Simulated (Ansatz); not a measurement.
TiNi (CsCl type, Pm-3m) under volume change, DFT-LDA in the program Ansatz with PAW potentials, scaled uniformly.

| V (Å³/atom) | E − E(relaxed) (meV/atom) | P (GPa) |
|---|---|---|
| 11.542 | 71.6 | 21.79 |
| 11.922 | 30.1 | 13.37 |
| 12.303 | 7.1 | 6.16 |
| 12.683 | 0.0 | -0.01 |
| 13.064 | (withheld) | (withheld) |
| 13.444 | (withheld) | (withheld) |
| 13.825 | 52.5 | -13.67 |

### Question
What belongs in the gaps?

### Answer

- 13.444, E − E(relaxed) (meV/atom): 24.5
- 13.444, P (GPa): -9.81
- 13.064, E − E(relaxed) (meV/atom): 6.5
- 13.064, P (GPa): -5.29

### Question
What does a third-order Birch–Murnaghan fit give for V₀, B₀ and B′?

### Answer
V₀ = 12.68 Å³/atom, B₀ = 190 GPa, B′ = 4.2.

The first step of the workflow began from a Materials Project structure, measured or hypothetical; the Crystallography Open Database copy checked does not list it. COD files the formula under space group No. 11, 147, so this cell is another polymorph or a model. With Ti and Ni taken as one species the cell has the higher symmetry Im-3m, so it may be an ordered model of a mixed-site phase. Its standing as an ambient phase is unchecked. Symmetry was held in the LDA relaxation; of distortions, only those at the zone centre were tested. No spin polarisation was allowed.

Potentials: the later of the program's two PAW sets.
